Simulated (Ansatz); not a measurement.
Calculation for SiNi (rocksalt type): DFT, LDA, norm-conserving pseudopotentials, Ansatz's default files, scalar-relativistic (Ansatz 0.2.0). This run: the series' base cell.

The cell comes from a relaxation on PAW files under the same functional, begun from a prototype that needn't be the stable phase.

Command: `ansatz run input.yaml --threads 1 --pin off --max-ram 2048MiB --backend cpu --events-out ev --progress --plain --runs-dir out` It took 7.1 s on 1 thread of Intel(R) Xeon(R) 6975P-C (Granite Rapids) (shared host), peak memory 0.48 GiB.

```yaml
crystal:
  lattice:
    - [0.0, 2.3213761312, 2.3213761312]
    - [2.3213761312, 0.0, 2.3213761312]
    - [2.3213761312, 2.3213761312, 0.0]
  atoms:
    - { symbol: Ni, position: [0.0, 0.0, 0.0] }
    - { symbol: Si, position: [0.5, 0.5, 0.5] }
kpoints:
  mp_grid: { grid: [16, 16, 16] }
scf:
  occupations: { method: fermi_dirac, width: 0.08 }
hamiltonian:
  xc: lda
  pseudopotentials: { kind: nc }
output:
  forces: true
  stress: true
  eigenvalues: true
```

Output:

```
Engine: ansatz 0.2.0
Pseudopotentials: kind: nc
Pseudopotential: Ni, nc, valence charge 18, recommended cutoff 1333.357926 eV (normal), Ni.nc.azcp (PseudoDojo's, or run here from an input of PseudoDojo's: the run reads no file of this project's for it)
Pseudopotential: Si, nc, valence charge 4, recommended cutoff 435.38218 eV (normal), Si.nc.azcp (PseudoDojo's, or run here from an input of PseudoDojo's: the run reads no file of this project's for it)
Functional definition: SPW92
  exchange = slater_x
  correlation = pw_c
Crystal: 2 atoms, lattice volume = 25.019 Å³
Basis set: ecut = 1333.357926 eV, 2733 PW (Γ)
Bands: 15, of which v1, the nominal top of the filled ones, is band 11 counted from 1 (10 counted from 0)
Symmetry: 48 space group operations
Space group: Fm-3m (ITA 225), of the structure as read, at distance tolerance 2.9e-5 Å
k-points: 145 of 4096
Non-local potential: Ni, projectors of the file, l = 0: 2, l = 1: 2, l = 2: 2
Non-local potential: Si, projectors of the file, l = 0: 2, l = 1: 2, l = 2: 2
Initial density: superposition of atomic densities (chi_scale 0.1, normalization cell, long waves kept (reshape's long-wave potential 0.00 eV rms))
Initial wavefunctions: pseudopotential atomic-orbital guess
Functional: x = slater, c = lda
SCF iter   1: F=—  HF=-4679.145927 eV  |F-HF|=—  |Δ(HF+E_count)|=         —  Δρ=1.17e-1  dr2=3.21e0  ethr=3.10e-3  ⟨swp⟩=4.3  Hψ=10803  notcnv=0
preconditioner: auto → none  [metal: Δε(μ)=0.034 eV  Ē_g=9.408 eV  σ=0.080 eV  W_gap=0.10  n_scr=8 (ndim 8)  ℏωp=27.8 eV  f_vac=0.000  D(μ)=0.84/eV (n_scr^D=8)  sad-step TF]
SCF iter   2: F=—  HF=-4678.767781 eV  |F-HF|=—  |Δ(HF+E_count)|=   3.78e-1  Δρ=1.04e-1  dr2=1.17e0  ethr=3.10e-3  ⟨swp⟩=3.6  Hψ=5476  notcnv=0  defer=16
SCF iter   3: F=—  HF=-4678.569147 eV  |F-HF|=—  |Δ(HF+E_count)|=   1.99e-1  Δρ=2.62e-2  dr2=6.68e-2  ethr=3.10e-3  ⟨swp⟩=2.6  Hψ=4717  notcnv=0  defer=12
SCF iter   4: F=—  HF=-4678.548601 eV  |F-HF|=—  |Δ(HF+E_count)|=   2.05e-2  Δρ=6.42e-3  dr2=4.39e-3  ethr=3.04e-4  ⟨swp⟩=2.3  Hψ=3792  notcnv=0  defer=12
SCF iter   5: F=—  HF=-4678.548253 eV  |F-HF|=—  |Δ(HF+E_count)|=   3.48e-4  Δρ=2.34e-3  dr2=1.48e-3  ethr=1.99e-5  ⟨swp⟩=1.9  Hψ=3137  notcnv=0  defer=12
SCF iter   6: F=—  HF=-4678.548062 eV  |F-HF|=—  |Δ(HF+E_count)|=   1.90e-4  Δρ=1.00e-3  dr2=2.67e-4  ethr=6.71e-6  ⟨swp⟩=1.0  Hψ=2275  notcnv=0  defer=12
SCF iter   7: F=—  HF=-4678.548022 eV  |F-HF|=—  |Δ(HF+E_count)|=   4.05e-5  Δρ=1.80e-4  dr2=8.28e-6  ethr=1.21e-6  ⟨swp⟩=1.1  Hψ=2236  notcnv=0  defer=12
SCF iter   8: F=—  HF=-4678.548020 eV  |F-HF|=—  |Δ(HF+E_count)|=   1.53e-6  Δρ=1.92e-5  dr2=2.77e-8  ethr=4.55e-10  ⟨swp⟩=4.4  Hψ=10133  notcnv=0
SCF iter   9: F=-4678.548020 eV  HF=-4678.548020 eV  |F-HF|=1.06e-8  |Δ(HF+E_count)|=   1.11e-8  Δρ=8.20e-6  dr2=1.14e-8  ethr=1.26e-10  ⟨swp⟩=2.0  Hψ=8108  notcnv=0
SCF 1 converged in 9 iterations: F = -4678.548020 eV  dr2 = 1.14e-8
SCF converged after 9 iterations
Free energy (F): -4678.548020 eV
Harris-Foulkes:  -4678.548020 eV  (|F-HF|=1.06e-8)
Internal energy: -4678.522823 eV  (E = F + TS)
E sigma→0 (E₀):  -4678.535422 eV
Entropy (-TS):   -0.025197 eV (-12.599 meV/atom)
Fermi energy:    13.851761 eV
--- Per-component energies (eV) ---
  E_band       = -333.614959
  E_kinetic    = 2189.909931
  E_local      = -4588.684472  (includes V_loc(G=0)·N_el)
  E_nonlocal   = -709.407303
  E_hartree    = 1710.668525
  E_xc         = -620.244385
  E_vxc        = -646.761806  (∫ρ·V_xc dr)
  E_ewald      = -2660.765118
  E_smearing   = -0.025197  (= −TS)
  E_closure    = -0.000000  (closes the sum)
  Σ components = -4678.548020   (vs F -4678.548020, Δ=0.00e0)
--- Forces (eV/Å), atoms counted from 1 ---
  atom   1  Ni    -0.00000000     0.00000000     0.00000000
  atom   2  Si    -0.00000000    -0.00000000    -0.00000000
  max |Σ_I F_I| component: 2.58e-30 eV/Å
--- Stress (GPa, compression-positive) ---
       -0.198595      -0.000000      -0.000000
        0.000000      -0.198595       0.000000
       -0.000000       0.000000      -0.198595
  P = ⅓ Tr σ = -0.1986 GPa (-1.986 kbar)
--- Band table (eV; the first three rows and the last of 145) ---
  k-point 0: bands = ["-88.9162", "-49.7444", "-49.7444", "-49.7444", "1.4021", "11.1180", "11.1180", "11.1547", "11.1547", "11.1547", "18.0932", "18.0932", "18.0932", "24.2365", "24.2365"]
  k-point 1: bands = ["-88.9161", "-49.7447", "-49.7444", "-49.7444", "1.4822", "11.0833", "11.0833", "11.1111", "11.1774", "11.1774", "17.6776", "18.1306", "18.1306", "23.8012", "24.3053"]
  k-point 2: bands = ["-88.9161", "-49.7457", "-49.7446", "-49.7446", "1.7214", "10.9720", "10.9759", "10.9759", "11.2554", "11.2554", "16.6604", "18.2365", "18.2365", "23.1468", "24.4036"]
  k-point 144: bands = ["-88.9154", "-49.7504", "-49.7504", "-49.7481", "6.6062", "9.3361", "9.3361", "10.0524", "12.1826", "12.6114", "12.7775", "12.7775", "13.5014", "23.5430", "24.3601"]
```

Next run (volume at 0.94 of the series' base cell), as changes to the input before:

```diff
   lattice:
-    - [0.0, 2.3213761312, 2.3213761312]
-    - [2.3213761312, 0.0, 2.3213761312]
-    - [2.3213761312, 2.3213761312, 0.0]
+    - [0.0, 2.2739878112, 2.2739878112]
+    - [2.2739878112, 0.0, 2.2739878112]
+    - [2.2739878112, 2.2739878112, 0.0]
   atoms:
```

Results part of the output:

```
SCF 1 converged in 8 iterations: F = -4678.498117 eV  dr2 = 1.18e-9
SCF converged after 8 iterations
Free energy (F): -4678.498117 eV
Harris-Foulkes:  -4678.498117 eV  (|F-HF|=8.04e-10)
Internal energy: -4678.473931 eV  (E = F + TS)
E sigma→0 (E₀):  -4678.486024 eV
Entropy (-TS):   -0.024185 eV (-12.093 meV/atom)
Fermi energy:    15.028368 eV
--- Per-component energies (eV) ---
  E_band       = -312.844002
  E_kinetic    = 2192.047398
  E_local      = -4500.497959  (includes V_loc(G=0)·N_el)
  E_nonlocal   = -708.577552
  E_hartree    = 1676.295700
  E_xc         = -621.527911
  E_vxc        = -648.408483  (∫ρ·V_xc dr)
  E_ewald      = -2716.213608
  E_smearing   = -0.024185  (= −TS)
  E_closure    = 0.000000  (closes the sum)
  Σ components = -4678.498117   (vs F -4678.498117, Δ=0.00e0)
--- Forces (eV/Å), atoms counted from 1 ---
  atom   1  Ni    -0.00000000     0.00000000    -0.00000000
  atom   2  Si    -0.00000000     0.00000000     0.00000000
  max |Σ_I F_I| component: 1.74e-30 eV/Å
--- Stress (GPa, compression-positive) ---
       11.488842       0.000000       0.000000
       -0.000000      11.488842      -0.000000
        0.000000       0.000000      11.488842
  P = ⅓ Tr σ = 11.4888 GPa (114.888 kbar)
--- Band table (eV; the first three rows and the last of 145) ---
  k-point 0: bands = ["-87.9241", "-48.7596", "-48.7596", "-48.7596", "2.0435", "12.0240", "12.0240", "12.0405", "12.0405", "12.0405", "19.5341", "19.5341", "19.5341", "25.6304", "25.6304"]
  k-point 1: bands = ["-87.9241", "-48.7601", "-48.7597", "-48.7597", "2.1276", "11.9857", "11.9857", "11.9933", "12.0682", "12.0682", "19.1040", "19.5717", "19.5717", "25.1543", "25.7025"]
  k-point 2: bands = ["-87.9240", "-48.7614", "-48.7599", "-48.7599", "2.3786", "11.8444", "11.8728", "11.8728", "12.1557", "12.1557", "18.0468", "19.6781", "19.6781", "24.4984", "25.8160"]
  k-point 144: bands = ["-87.9230", "-48.7677", "-48.7677", "-48.7646", "7.5420", "10.1312", "10.1312", "10.9576", "13.1854", "13.6851", "13.8391", "13.8391", "14.7054", "25.2751", "25.8417"]
```

Next run (volume at 0.88 of the series' base cell), as changes to the input before:

```diff
   lattice:
-    - [0.0, 2.2739878112, 2.2739878112]
-    - [2.2739878112, 0.0, 2.2739878112]
-    - [2.2739878112, 2.2739878112, 0.0]
+    - [0.0, 2.2245375381, 2.2245375381]
+    - [2.2245375381, 0.0, 2.2245375381]
+    - [2.2245375381, 2.2245375381, 0.0]
   atoms:
```

Results part of the output:

```
SCF 1 converged in 8 iterations: F = -4678.318584 eV  dr2 = 4.96e-11
SCF converged after 8 iterations
Free energy (F): -4678.318584 eV
Harris-Foulkes:  -4678.318584 eV  (|F-HF|=3.91e-11)
Internal energy: -4678.295668 eV  (E = F + TS)
E sigma→0 (E₀):  -4678.307126 eV
Entropy (-TS):   -0.022915 eV (-11.458 meV/atom)
Fermi energy:    16.361932 eV
--- Per-component energies (eV) ---
  E_band       = -289.424942
  E_kinetic    = 2194.821305
  E_local      = -4405.384343  (includes V_loc(G=0)·N_el)
  E_nonlocal   = -707.708452
  E_hartree    = 1639.572964
  E_xc         = -623.003569
  E_vxc        = -650.299854  (∫ρ·V_xc dr)
  E_ewald      = -2776.593575
  E_smearing   = -0.022915  (= −TS)
  E_closure    = 0.000000  (closes the sum)
  Σ components = -4678.318584   (vs F -4678.318584, Δ=0.00e0)
--- Forces (eV/Å), atoms counted from 1 ---
  atom   1  Ni    -0.00000000     0.00000000    -0.00000000
  atom   2  Si    -0.00000000    -0.00000000     0.00000000
  max |Σ_I F_I| component: 2.50e-30 eV/Å
--- Stress (GPa, compression-positive) ---
       27.726834       0.000000       0.000000
       -0.000000      27.726834      -0.000000
       -0.000000       0.000000      27.726834
  P = ⅓ Tr σ = 27.7268 GPa (277.268 kbar)
--- Band table (eV; the first three rows and the last of 145) ---
  k-point 0: bands = ["-86.8047", "-47.6493", "-47.6493", "-47.6493", "2.7765", "13.0329", "13.0329", "13.0329", "13.0416", "13.0416", "21.1671", "21.1671", "21.1671", "27.2014", "27.2014"]
  k-point 1: bands = ["-86.8046", "-47.6499", "-47.6494", "-47.6494", "2.8649", "12.9817", "12.9973", "12.9973", "13.0684", "13.0684", "20.7197", "21.2047", "21.2047", "26.6704", "27.2769"]
  k-point 2: bands = ["-86.8045", "-47.6517", "-47.6497", "-47.6497", "3.1290", "12.8218", "12.8795", "12.8795", "13.1660", "13.1660", "19.6160", "21.3105", "21.3105", "26.0093", "27.4055"]
  k-point 144: bands = ["-86.8031", "-47.6603", "-47.6603", "-47.6561", "8.5886", "11.0285", "11.0285", "11.9803", "14.3155", "14.9028", "15.0404", "15.0404", "16.0728", "27.2272", "27.4128"]
```

Next run (volume at 0.64 of the series' base cell), as changes to the input before:

```diff
   lattice:
-    - [0.0, 2.2245375381, 2.2245375381]
-    - [2.2245375381, 0.0, 2.2245375381]
-    - [2.2245375381, 2.2245375381, 0.0]
+    - [0.0, 2.0005013062, 2.0005013062]
+    - [2.0005013062, 0.0, 2.0005013062]
+    - [2.0005013062, 2.0005013062, 0.0]
   atoms:
```

Results part of the output:

```
SCF 1 converged in 7 iterations: F = -4674.891662 eV  dr2 = 1.25e-10
SCF converged after 7 iterations
Free energy (F): -4674.891662 eV
Harris-Foulkes:  -4674.891662 eV  (|F-HF|=7.28e-11)
Internal energy: -4674.875322 eV  (E = F + TS)
E sigma→0 (E₀):  -4674.883492 eV
Entropy (-TS):   -0.016340 eV (-8.170 meV/atom)
Fermi energy:    24.130652 eV
--- Per-component energies (eV) ---
  E_band       = -155.346751
  E_kinetic    = 2217.158795
  E_local      = -3930.217502  (includes V_loc(G=0)·N_el)
  E_nonlocal   = -704.161857
  E_hartree    = 1461.739351
  E_xc         = -631.849694
  E_vxc        = -661.605492  (∫ρ·V_xc dr)
  E_ewald      = -3087.544416
  E_smearing   = -0.016340  (= −TS)
  E_closure    = -0.000000  (closes the sum)
  Σ components = -4674.891662   (vs F -4674.891662, Δ=0.00e0)
--- Forces (eV/Å), atoms counted from 1 ---
  atom   1  Ni     0.00000000    -0.00000000    -0.00000000
  atom   2  Si    -0.00000000     0.00000000     0.00000000
  max |Σ_I F_I| component: 9.50e-30 eV/Å
--- Stress (GPa, compression-positive) ---
      193.182318      -0.000000      -0.000000
       -0.000000     193.182318      -0.000000
       -0.000000       0.000000     193.182318
  P = ⅓ Tr σ = 193.1823 GPa (1931.823 kbar)
--- Band table (eV; the first three rows and the last of 145) ---
  k-point 0: bands = ["-80.3963", "-41.3049", "-41.3049", "-41.3049", "7.1850", "18.5962", "18.5962", "18.5962", "18.7936", "18.7936", "30.6620", "30.6620", "30.6620", "36.1834", "36.1834"]
  k-point 1: bands = ["-80.3960", "-41.3076", "-41.3053", "-41.3053", "7.2975", "18.5223", "18.6190", "18.6190", "18.7765", "18.7765", "30.1022", "30.6945", "30.6945", "35.1186", "36.2714"]
  k-point 2: bands = ["-80.3952", "-41.3152", "-41.3067", "-41.3067", "7.6327", "18.3033", "18.5494", "18.5494", "18.8694", "18.8694", "28.7142", "30.7792", "30.7792", "34.4588", "36.4578"]
  k-point 144: bands = ["-80.3871", "-41.3505", "-41.3505", "-41.3335", "14.4659", "16.1790", "16.1790", "17.8663", "20.7725", "22.0136", "22.0136", "22.0188", "24.0687", "36.2816", "36.2816"]
```

Next run (volume at 0.55 of the series' base cell), as changes to the input before:

```diff
   lattice:
-    - [0.0, 2.0005013062, 2.0005013062]
-    - [2.0005013062, 0.0, 2.0005013062]
-    - [2.0005013062, 2.0005013062, 0.0]
+    - [0.0, 1.9019528413, 1.9019528413]
+    - [1.9019528413, 0.0, 1.9019528413]
+    - [1.9019528413, 1.9019528413, 0.0]
   atoms:
```

Command: `ansatz run input.yaml --threads 1 --pin off --max-ram 2048MiB --backend cpu --events-out ev --progress --plain --runs-dir out` It took 4.5 s on 1 thread of Intel(R) Xeon(R) 6975P-C (Granite Rapids), with other jobs on the host, peak memory 0.39 GiB.

Results part of the output:

```
SCF 1 converged in 7 iterations: F = -4671.153503 eV  dr2 = 1.05e-10
SCF converged after 7 iterations
Free energy (F): -4671.153503 eV
Harris-Foulkes:  -4671.153503 eV  (|F-HF|=9.09e-12)
Internal energy: -4671.138170 eV  (E = F + TS)
E sigma→0 (E₀):  -4671.145836 eV
Entropy (-TS):   -0.015333 eV (-7.666 meV/atom)
Fermi energy:    28.733854 eV
--- Per-component energies (eV) ---
  E_band       = -77.560803
  E_kinetic    = 2234.371177
  E_local      = -3694.848731  (includes V_loc(G=0)·N_el)
  E_nonlocal   = -703.229264
  E_hartree    = 1377.268189
  E_xc         = -637.175994
  E_vxc        = -668.390098  (∫ρ·V_xc dr)
  E_ewald      = -3247.523546
  E_smearing   = -0.015333  (= −TS)
  E_closure    = 0.000000  (closes the sum)
  Σ components = -4671.153503   (vs F -4671.153503, Δ=0.00e0)
--- Forces (eV/Å), atoms counted from 1 ---
  atom   1  Ni     0.00000000    -0.00000000     0.00000000
  atom   2  Si    -0.00000000    -0.00000000    -0.00000000
  max |Σ_I F_I| component: 3.71e-30 eV/Å
--- Stress (GPa, compression-positive) ---
      355.160523      -0.000000       0.000000
        0.000000     355.160523      -0.000000
        0.000000      -0.000000     355.160523
  P = ⅓ Tr σ = 355.1605 GPa (3551.605 kbar)
--- Band table (eV; the first three rows and the last of 145) ---
  k-point 0: bands = ["-76.6992", "-37.6455", "-37.6455", "-37.6455", "9.9229", "21.7408", "21.7408", "21.7408", "22.0767", "22.0767", "36.2753", "36.2753", "36.2753", "40.6961", "41.3926"]
  k-point 1: bands = ["-76.6986", "-37.6506", "-37.6464", "-37.6464", "10.0491", "21.6548", "21.7773", "21.7773", "22.0579", "22.0579", "35.6416", "36.3014", "36.3014", "39.8046", "41.4839"]
  k-point 2: bands = ["-76.6969", "-37.6651", "-37.6490", "-37.6490", "10.4241", "21.4053", "21.7615", "21.7615", "22.1318", "22.1318", "34.0748", "36.3616", "36.3616", "39.2388", "41.6896"]
  k-point 144: bands = ["-76.6793", "-37.7307", "-37.7307", "-37.6995", "17.8331", "19.1780", "19.1780", "21.2978", "24.5069", "26.1434", "26.1434", "26.2658", "28.8265", "41.3558", "41.3558"]
```

Spin polarisation is left out, though a magnetic state may lie lower. The norm-conserving files are those that the library serves for this functional.
